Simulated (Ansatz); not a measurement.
## What DFT gives for SiC

```
CELL_PARAMETERS angstrom
1.54565 2.67714 0.00000
-1.54565 2.67714 0.00000
0.00000 0.00000 5.07310
ATOMIC_POSITIONS crystal
Si 0.66667 0.66667 0.00000
Si 0.33333 0.33333 0.50000
C 0.66667 0.66667 0.37500
C 0.33333 0.33333 0.87500
```

Method: PBE, no spin polarisation; PAW, plane waves to 420 eV, 9×9×5 Γ-centred mesh, fermi-dirac occupations (width 0.0202 eV) (Ansatz 0.2.0), atoms fixed.

**Question.** Give the Bader charges.

**Answer.** Bader charges in e: Si +2.76, C -2.76. In the mean Si gives up most and C takes most.

**Question.** What is the formation energy?

**Answer.** -0.20 eV an atom against the elements' usual phases (free molecules for gases, crystals otherwise, with no correction for O₂ or N₂), so it is bound against them; other compounds may still compete. Relaxing would lower it.

**Question.** Metal or insulator? Give the gap.

**Answer.** The gap is 2.28 eV, indirect (the least direct gap found is 3.94 eV). A semilocal functional usually gives too small a gap.

**Question.** Which atom feels the largest force, and which way?

**Answer.** The largest is on C3 (and as large on other atoms): 0.07 eV/Å, components (0.00, 0.00, 0.07). It makes 70° with the line to a nearest neighbour, Si2 at 1.89 Å.

Origin: a database entry at a rescaled volume.
